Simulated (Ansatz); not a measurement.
Field gradients of Si3N4 from run to run

Cell of run 1: a COD entry, taken as it stands.

```cif
data_Si3N4
_symmetry_space_group_name_H-M 'P6_3/m'
_symmetry_Int_Tables_number 176
_cell_length_a 7.6272
_cell_length_b 7.6272
_cell_length_c 2.9182
_cell_angle_alpha 90.000
_cell_angle_beta 90.000
_cell_angle_gamma 120.000
loop_
_atom_site_label
_atom_site_type_symbol
_atom_site_symmetry_multiplicity
_atom_site_Wyckoff_symbol
_atom_site_fract_x
_atom_site_fract_y
_atom_site_fract_z
Si Si 6 h 0.1842 0.7704 0.2500
N7 N 2 c 0.3333 0.6667 0.2500
N9 N 6 h 0.3399 0.0357 0.2500
```

One atom of each set is listed.

Relaxed positions (PBE, cell held):

Si (0.1743, 0.7682, 0.2500)
N7 (0.3333, 0.6667, 0.2500)
N9 (0.3297, 0.0302, 0.2500)

All runs are DFT with Ansatz 0.2.0 (plane waves and PAW, scalar-relativistic unless spin–orbit coupling is named, Γ-centred meshes, Fermi–Dirac smearing where given) in this cell.

Run 1: PBE, gradients read without the response of the cores, atoms as given; 420 eV, 4×4×9 k-points, smearing 0.02 eV.
Run 2: PBE, gradients read without the response of the cores, atoms relaxed; 420 eV, 4×4×9 k-points, smearing 0.02 eV.
Run 3: r2SCAN, gradients read without the response of the cores, at the relaxed atoms; 500 eV, 4×4×9 k-points, smearing 0.02 eV.

```csv
run,Si V_zz (η),N7 V_zz (η),N9 V_zz (η)
1,-1.69 (0.57),-4.42 (0.00),-5.58 (0.06)
2,0.89 (0.31),-5.18 (0.00),-5.24 (0.07)
3,?,?,?
```

V_zz in 10²¹ V/m².

(1) Estimate the row of run 3.

Answers

(1) Si: 0.89 (0.28); N7: -5.28 (0.00); N9: -5.26 (0.08). It lies nearest to run 2, from whose tensors on these sites it differs by 0.10 at most (largest principal value of the difference, on N7). Taken one at a time, the positions of the atoms (as given or relaxed) move the tensors on these sites by up to 1.10 (largest principal value of the change, on Si), the functional (r2SCAN with its higher cutoff) by 0.10 (N7). On some sites the largest principal value moves to another axis from run to run, and the sign of V_zz can flip with it.

In run 1 the atoms aren't at the calculated equilibrium (largest force 2.3 eV/Å).
